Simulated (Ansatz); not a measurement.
Mo:
```xyz
1
Lattice="-1.5802 1.5802 1.5802 1.5802 -1.5802 1.5802 1.5802 1.5802 -1.5802" Properties=species:S:1:pos:R:3 pbc="T T T"
Mo     0.0000     0.0000     0.0000
```

Relaxed with PBE. Special points in fractions of this cell's reciprocal vectors: Γ (0.000, 0.000, 0.000); H (0.500, -0.500, 0.500); N (0.000, 0.000, 0.500); P (0.250, 0.250, 0.250).

Problem. List the band energies nearest the Fermi level at these points for PBE with spin–orbit coupling (plane waves, PAW; program Ansatz).

Solution. In eV from the Fermi level; about four levels below and three above (degenerate sets whole), none deeper than 8.9 eV; … stands for higher levels left out; points with the same levels are listed once.

| k | below | above |
|---|---|---|
| Γ | -1.55 -1.55 -1.55 -1.55 -1.41 -1.41 | … |
| H | -5.51 -5.51 -5.51 -5.51 | 3.71 3.71 3.71 3.71 |
| N | -5.41 -5.41 -3.51 -3.51 | 1.42 1.42 1.51 1.51 |
| P | -2.71 -2.71 -2.71 -2.71 | 2.26 2.26 2.26 2.26 |

Space group Im-3m (bcc (W type)). The cell was relaxed with PBE under the symmetry of its start. The run is not spin-polarised.

Potentials: the earlier of the program's two PAW sets.
